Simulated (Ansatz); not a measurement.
Ga:
```yaml
crystal:
  lattice:
    - [3.81059, -2.30761, 0.00000]
    - [3.81059, 2.30761, 0.00000]
    - [0.00000, 0.00000, 4.55475]
  atoms:
    - { symbol: Ga, position: [0.99483, 0.33101, 0.25000] }
    - { symbol: Ga, position: [0.00517, 0.66899, 0.75000] }
    - { symbol: Ga, position: [0.33101, 0.99483, 0.75000] }
    - { symbol: Ga, position: [0.66899, 0.00517, 0.25000] }
```

Relaxed with r²SCAN. Special points in fractions of this cell's reciprocal vectors: Γ (0.000, 0.000, 0.000); Y (0.500, 0.500, 0.000); F0 (0.342, 0.658, 0.000); Δ0 (-0.342, 0.342, 0.000); Z (0.000, 0.000, 0.500); B0 (-0.342, 0.342, 0.500); G0 (0.342, 0.658, 0.500); T (0.500, 0.500, 0.500); S (0.000, 0.500, 0.000); R (0.000, 0.500, 0.500).

Question: List the band energies nearest the Fermi level at these points for r²SCAN (plane waves, PAW; program Ansatz).

Answer: In eV from the Fermi level; about four levels below and three above (degenerate sets whole), none deeper than 8.9 eV; points with the same levels are listed once.

| k | below | above |
|---|---|---|
| Γ | -3.53 -2.43 -2.06 -1.06 | 1.19 1.25 2.85 |
| Y | -4.40 -2.85 -1.95 -1.78 | 0.35 1.26 3.63 |
| F0 | -1.13 -1.11 -0.59 -0.20 | 0.23 3.38 3.47 |
| Z | -0.70 -0.70 | 0.01 0.01 0.04 0.04 |
| B0 | -6.63 -6.63 -3.36 -3.36 | 4.35 4.35 5.73 5.73 |
| T | -5.77 -5.77 -2.19 -2.19 | 0.39 0.39 7.31 7.31 |
| S | -1.43 -0.36 -0.36 -0.02 | 3.86 4.73 6.24 |
| R | -6.38 -6.38 -1.55 -1.55 | 1.18 1.18 7.15 7.15 |

Space group Cmcm. The first step of the workflow began from a Materials Project structure, measured or hypothetical; the Crystallography Open Database files this formula in space group No. 63, but the cells were not matched. It is not the phase usual at ambient conditions (space group No. 64). Symmetry was held in the r²SCAN relaxation; its stability against distortions is not shown here. Scalar-relativistic: spin–orbit coupling is off unless named, which matters more the heavier the elements.

Potentials: the later of the program's two PAW sets.
